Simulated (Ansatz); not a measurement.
**What DFT gives for LaSi2Ru2**

```yaml
crystal:
  lattice:
    - [0.00000, 4.23786, 0.00000]
    - [4.23786, 0.00000, 0.00000]
    - [2.11893, 2.11893, -4.89012]
  atoms:
    - { symbol: Si, position: [0.37100, 0.37100, 0.25800] }
    - { symbol: Si, position: [0.62900, 0.62900, 0.74200] }
    - { symbol: Ru, position: [0.75000, 0.25000, 0.50000] }
    - { symbol: Ru, position: [0.25000, 0.75000, 0.50000] }
    - { symbol: La, position: [0.00000, 0.00000, 0.00000] }
```

Single point in Ansatz 0.2.0 with r2SCAN, no spin polarisation. Cutoff 500 eV, PAW datasets, 7×7×7 Γ-centred k mesh, cold filling (width 0.0323 eV).

Q: What is the formation energy?

A: -0.91 eV an atom against the elements' usual phases (free molecules for gases, crystals otherwise, with no correction for O₂ or N₂), so it is bound against them; other compounds may still compete. Relaxing would lower it.

Q: How is the charge shared?

A: Bader charges in e: La +1.57, Si +0.08, Ru -0.87. In the mean La gives up most and Ru takes most.

Q: Which atom feels the largest force, and which way?

A: The largest is on Si1 (and as large on other atoms): 1.38 eV/Å, components (0.00, 0.00, -1.38). It makes 61° with the line to a nearest neighbour, Ru3 at 2.43 Å.

Q: Metal or insulator?

A: It is a metal, with about 2.8 states/eV a cell as the mean within 0.25 eV of the Fermi level, mostly Ru d (45 %), La d (22 %) and Si p (19 %).

Q: Is the cell too large or too small?

A: The pressure is -1.3 GPa (compression positive), so with the atoms held at these fractions the cell would first shrink; the forces are large, so a full relaxation may end otherwise. The principal stresses -2.0, -2.0, 0.1 GPa differ, so its shape would change too.

Origin: a known structure type with other elements, at an estimated volume, so it need not be a known compound. Caveats: f levels without a U or exact exchange are poorly placed.
